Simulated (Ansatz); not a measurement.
LiH (rock salt)

```
LiH
1.0
    0.00000     4.00712     4.00712
    2.00356     2.00356     4.00712
    2.00356     2.00356     0.00000
H Li
2 2
Direct
  0.00000   0.00000   0.00000
  0.50000   0.00000   0.00000
  0.00000   0.50000   0.50000
  0.50000   0.50000   0.50000
```

A phonon eigenvector at X = (0.5, 0.5, 0.0) is frozen into this cell: atom i moves by Q times the vector below, so Q is the largest atomic displacement, in Å. The cell is held. It is one choice among 2 degenerate patterns. (q is in reciprocal vectors of the primitive cell; the cell shown is doubled to hold the pattern.)

```
atom      x       y      z
----  -----  ------  -----
H1    0.000   1.000  0.000
H2    0.000  -1.000  0.000
Li3   0.000   0.027  0.000
Li4   0.000  -0.027  0.000
```

Calculation: PBE (plane waves to 420 eV, PAW, scalar-relativistic; Ansatz, a program for electronic structure). k mesh 14×14×14 (Γ-centred), Fermi-Dirac smearing 0.05 eV. Energies are smeared free energies. LiH was relaxed with its symmetry unable to fall. ΔE is measured from the undisplaced structure.

```csv
Q (Å),ΔE (meV/cell)
-0.180,85.7
-0.150,58.6
-0.120,37.1
-0.090,20.6
-0.060,withheld
-0.030,2.3
0.000,0.0
0.030,2.3
0.060,withheld
0.090,20.6
0.120,37.1
0.150,58.6
0.180,85.7
```

### Question
Fit an even polynomial form (powers 2, 4) to the given rows and predict ΔE at Q = -0.060.

### Answer
Least squares on the 11 given rows: ΔE = (2516)·Q² + (3986)·Q⁴, in meV/cell with Q in Å; root-mean-square residual 0.03 meV/cell. At -0.060 the fit gives 9.1 meV/cell; the calculation gives 9.1 meV/cell, the same to the digits shown. The quadratic term alone would give 9.1 meV/cell.

(For displaced atoms, the force is minus the slope of the energy, and its curvature is a force constant, which sets phonon frequencies.)
